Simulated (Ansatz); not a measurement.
CuI:
```cif
data_Cu4I4
_chemical_formula_sum 'Cu4 I4'
_space_group_name_H-M_alt 'P 1'
_space_group_IT_number 1
_cell_length_a 4.25884
_cell_length_b 8.51776
_cell_length_c 7.37621
_cell_angle_alpha 90.000
_cell_angle_beta 125.266
_cell_angle_gamma 90.000
loop_
_space_group_symop_operation_xyz
  'x, y, z'
loop_
_atom_site_label
_atom_site_type_symbol
_atom_site_fract_x
_atom_site_fract_y
_atom_site_fract_z
_atom_site_occupancy
Cu1 Cu 0.73154 0.62504 0.26818 1
Cu2 Cu 0.73154 0.37496 0.76818 1
Cu3 Cu 0.73201 0.12499 0.26828 1
Cu4 Cu 0.73201 0.87501 0.76828 1
I1 I 0.98161 0.62498 0.01820 1
I2 I 0.98161 0.37502 0.51820 1
I3 I 0.98194 0.12501 0.01825 1
I4 I 0.98194 0.87499 0.51825 1
```

Relaxed with r²SCAN.

**Question.** Which orbitals make up the states near the band edges in r²SCAN (plane waves, PAW; program Ansatz)?

**Answer.** Top 1 eV of the valence band: Cu 3d 64 %, I 5p 33 %. Bottom 1 eV of the conduction band: Cu 4s 65 %, I 5s 17 %, I 5p 12 %, outside the projected shells 5 %. Projections are on Löwdin-orthogonalised atomic valence shells; empty p or d shells of many metals are not among them.

**Question.** Tabulate the density of states.

**Answer.** States/eV per cell of 8 atoms, in 0.25 eV bins, energy from the valence-band maximum.

```
E (eV)  total  Cu 3d   I 5p  Cu 4s
------  -----  -----  -----  -----
-7.85    0.00   0.00   0.00   0.00
-7.60    0.00   0.00   0.00   0.00
-7.35    0.00   0.00   0.00   0.00
-7.10    0.00   0.00   0.00   0.00
-6.85    0.00   0.00   0.00   0.00
-6.60    0.00   0.00   0.00   0.00
-6.35    0.00   0.00   0.00   0.00
-6.10    0.00   0.00   0.00   0.00
-5.85    3.12   0.09   2.37   0.62
-5.60   14.55   0.54  10.74   3.03
-5.35    8.07   0.50   5.80   1.57
-5.10    2.54   0.33   1.76   0.35
-4.85    4.23   0.62   3.30   0.23
-4.60    7.79   1.20   6.19   0.28
-4.35    8.30   1.60   6.37   0.23
-4.10   19.90   4.48  15.04   0.13
-3.85   27.50   9.33  17.92   0.01
-3.60    0.00   0.00   0.00   0.00
-3.35    0.00   0.00   0.00   0.00
-3.10    0.00   0.00   0.00   0.00
-2.85    0.00   0.00   0.00   0.00
-2.60    0.00   0.00   0.00   0.00
-2.35    0.00   0.00   0.00   0.00
-2.10   18.80  18.38   0.13   0.09
-1.85   60.80  59.50   0.51   0.27
-1.60   19.58  17.67   1.25   0.16
-1.35   19.09  15.67   2.83   0.14
-1.10   16.23  12.07   3.65   0.12
-0.85   12.85   8.63   3.83   0.09
-0.60    7.47   4.64   2.61   0.05
-0.35    3.94   2.29   1.56   0.02
-0.10    1.25   0.69   0.55   0.00
0.15     0.00   0.00   0.00   0.00
0.40     0.00   0.00   0.00   0.00
0.65     0.00   0.00   0.00   0.00
0.90     0.00   0.00   0.00   0.00
1.15     0.00   0.00   0.00   0.00
1.40     0.00   0.00   0.00   0.00
1.65     0.00   0.00   0.00   0.00
1.90     0.04   0.00   0.00   0.03
2.15     0.15   0.00   0.01   0.10
2.40     0.26   0.00   0.03   0.17
2.65     0.88   0.01   0.12   0.53
2.90     2.55   0.03   0.37   1.38
3.15     4.36   0.06   0.54   1.67
3.40     7.29   0.11   1.01   2.63
3.65     8.94   0.13   1.34   3.31
3.90     6.62   0.08   0.96   2.35
4.15     4.72   0.05   0.66   1.53
4.40     3.15   0.03   0.37   0.81
4.65     3.93   0.03   0.37   0.79
4.90     5.58   0.04   0.39   0.81
5.15     8.19   0.05   0.48   0.96
5.40     6.00   0.03   0.30   0.57
5.65     3.45   0.01   0.08   0.11
5.90     7.29   0.03   0.14   0.14
6.15     8.49   0.04   0.18   0.24
6.40     7.48   0.03   0.18   0.29
```

Space group F-43m (zinc blende). The r²SCAN relaxation kept the symmetry of its start. The run is not spin-polarised. Spin–orbit coupling is left out wherever it is not named.

Potentials: the later of the program's two PAW sets.
